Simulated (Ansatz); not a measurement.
Relaxed-ion elastic tensor of BeS in space group P6_422 (No. 181; Be on 3c, S on 3d) in GPa (Voigt order), DFT-r²SCAN+D4 in the program Ansatz with PAW potentials; density 2.56 g/cm³, 13.31 Å³ per atom.

```
 207  56.2  50.2   0.0   0.0   0.0
56.2   207  50.2   0.0   0.0   0.0
50.2  50.2   228   0.0   0.0   0.0
 0.0   0.0   0.0  70.5   0.0   0.0
 0.0   0.0   0.0   0.0  70.5   0.0
 0.0   0.0   0.0   0.0   0.0  75.4
```

Problem. Is the crystal mechanically stable?

Solution. Yes: the smallest eigenvalue of C is 70.5 GPa.

Problem. Work out the Voigt, Reuss and Hill averages.

Solution. K_V = 106, K_R = 106, K_H = 106; G_V = 75.7, G_R = 75.2, G_H = 75.4 GPa.

Problem. Give Young's modulus, Poisson's ratio, Pugh's ratio and the universal anisotropy index.

Solution. E = 9KG/(3K + G) = 183 GPa; ν = 0.21; K/G = 1.41 (brittle by the Pugh limit of 1.75); A_U = 5G_V/G_R + K_V/K_R − 6 = 0.03.

Problem. Estimate the sound speeds and the Debye temperature.

Solution. v_l = √((K + 4G/3)/ρ) = 8980 m/s, v_t = √(G/ρ) = 5430 m/s, mean 6000 m/s; Θ = (h/k)(3n/4πV)^(1/3) v_m = 754 K.

Problem. Solve the Christoffel equation for the three sound speeds along x, y, z.

Solution. Eigenvalues of C_ijkl n_j n_l equal ρv² (piezoelectric stiffening left out). In km/s, slowest first: x 5.24, 5.43, 8.99; y 5.24, 5.43, 8.99; z 5.24, 5.24, 9.43.

Problem. How much does each axis shrink under pressure?

Solution. Linear compressibilities β_i = Σ_j S_ij (j = 1 to 3): x 3.2, y 3.2, z 3.0 per TPa.

The start of the workflow was typed in or built on a structure type; neither database checked (COD, Materials Project) lists it. COD files the formula under space group No. 216, so this cell is another polymorph or a model. Its standing as an ambient phase is unchecked. The cell was relaxed with r²SCAN+D4 under the symmetry of its start; whether a distortion lowers the energy is not shown.

Potentials: the later of the program's two PAW sets.
